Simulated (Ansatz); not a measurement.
# Property card for SrLa₂S₄

SrLa$_{2}$S$_{4}$:
```
CELL_PARAMETERS angstrom
     -4.30299     4.30299     4.28855
      4.30299    -4.30299     4.28855
      4.30299     4.30299    -4.28855
ATOMIC_POSITIONS crystal
  Sr 0.50000 0.50000 0.00000
  Sr 0.25000 0.75000 0.50000
  La 0.00445 0.62500 0.87945
  La 0.37500 0.25445 0.37945
  La 0.74555 0.12500 0.12055
  La 0.87500 0.99555 0.62055
  S  0.11934 0.36846 0.09448
  S  0.63154 0.72602 0.75088
  S  0.27398 0.02486 0.90552
  S  0.97514 0.88066 0.24912
  S  0.63066 0.22514 0.74912
  S  0.11846 0.36934 0.59448
  S  0.47602 0.88154 0.25088
  S  0.77486 0.52398 0.40552
```

Space group I-42d (No. 122); conventional cell a = b = 8.606 Å, c = 8.577 Å, α = β = γ = 90.00°.

Method: DFT-LDA in the program Ansatz with PAW potentials. Geometry: relaxed at this level of theory. Other levels are named where they apply.

### Cell and energy

```
Item                                                           Value
-----------------------------------------------------  -------------
Volume per atom                                             22.69 Å³
Density                                                   5.16 g/cm³
Formation energy from the elements (no fitted shifts)  -2.31 eV/atom
```

### Electronic structure

```
Quantity                                                                   Value
----------------------------------------  --------------------------------------
Band gap                                                      1.98 eV (indirect)
Valence-band maximum                                                        at M
Conduction-band minimum                                                     at Γ
Smallest direct gap on the standard path                                 2.01 eV
Electron effective mass                   0.40, 0.63, 0.63 mₑ (principal values)
```

### Mechanics

```
Property                                                                                                                    Value
-----------------------------------------------------------  --------------------------------------------------------------------
Elastic constants (relaxed ions, GPa)                        C11 = 152, C12 = 40.9, C13 = 44.6, C33 = 149, C44 = 39.9, C66 = 35.6
Mechanical stability                                                                       stable (all eigenvalues of C positive)
Hill bulk and shear moduli                                                                                      79.3 and 44.0 GPa
Young's modulus                                                                                                           111 GPa
Poisson's ratio                                                                                                              0.27
Debye temperature from the elastic constants                                                                                342 K
Piezoelectric stress constants (proper, relaxed ions, C/m²)                                        e14 = e25 = -0.28, e36 = -0.21
```

### Dielectric response

```
Property                                                                         Result
--------------------------------------------------------  -----------------------------
Electronic dielectric constant ε∞ (DFPT)                      7.86 (xx = yy), 7.77 (zz)
Static dielectric constant ε0 (ions relaxed, cell fixed)      18.4 (xx = yy), 17.4 (zz)
Born charges (a third of the trace)                       Sr +2.51, La +4.05, S -2.65 e
```

### Phonons

```
Item                                                                Result
--------------------------------------------------  ----------------------
Highest zone-centre frequency (without LO–TO term)                285 cm⁻¹
Zone-centre stability                               no imaginary mode at Γ
```

The first step of the workflow began from a Materials Project structure, measured or hypothetical; the Crystallography Open Database copy checked does not list it. Its standing as an ambient phase is unchecked. The cell was relaxed with LDA under the symmetry of its start. Signs of piezoelectric constants follow the polarity of the cell as given. The references are the lowest solids computed at this level, not always the standard phases. Scalar-relativistic: spin–orbit coupling is off unless named, which matters more the heavier the elements.

Potentials: the later of the program's two PAW sets.
